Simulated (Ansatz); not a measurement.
# Computed properties of Si3Mo5

Si₃Mo₅:
```xyz
16
Lattice="7.2682 0.0000 0.0000 -3.6341 6.2944 0.0000 0.0000 0.0000 5.0348" Properties=species:S:1:pos:R:3 pbc="T T T"
Si     1.4324     2.4811     3.7761
Si     2.2017     3.8134     1.2587
Si    -1.4324     2.4811     1.2587
Si    -2.2017     3.8134     3.7761
Si     4.4033     0.0000     3.7761
Si     2.8649     0.0000     1.2587
Mo     3.6341     2.0981     0.0000
Mo     0.0000     4.1963     0.0000
Mo     0.0000     4.1963     2.5174
Mo     3.6341     2.0981     2.5174
Mo     2.7596     4.7798     3.7761
Mo     0.8745     1.5146     1.2587
Mo    -2.7596     4.7798     1.2587
Mo    -0.8745     1.5146     3.7761
Mo     1.7489     0.0000     3.7761
Mo     5.5193     0.0000     1.2587
```

Space group P6_3/mcm (No. 193); conventional cell a = 7.2682 Å, b = 7.2682 Å, c = 5.0348 Å, α = 90.00°, β = 90.00°, γ = 120.00°.

Method: r²SCAN in the plane-wave PAW code Ansatz. The cell and atoms are relaxed at this level. Other levels are named where they apply.

Cell and energy:

- Volume per atom = 14.40 Å³
- Density = 8.13 g/cm³
- Formation energy from the elements (no fitted shifts) = -0.30 eV/atom

Electronic structure:

* **Electronic character**: metallic (no gap)
* **Density of states at the Fermi level**: 0.82 states/eV per atom (mean over ±0.08 eV)
* **Gap with spin–orbit coupling**: none (metallic)

Mechanics:

- Bulk modulus (Birch–Murnaghan fit): 2490 kbar
- Pressure derivative B′: 4.4

Charges:

- Bader charges = Si -0.60, Mo +0.32 to +0.39 e

The first step of the workflow began from a Materials Project structure, measured or hypothetical; the Crystallography Open Database copy checked does not list it. COD files the formula under space group No. 140. Whether it is the stable phase at ambient conditions was not checked. Symmetry was held in the r²SCAN relaxation; whether a distortion lowers the energy is not shown. The run is not spin-polarised. The references are the lowest solids computed at this level, not always the standard phases. Spin–orbit coupling is left out wherever it is not named.

Potentials: the later of the program's two PAW sets.
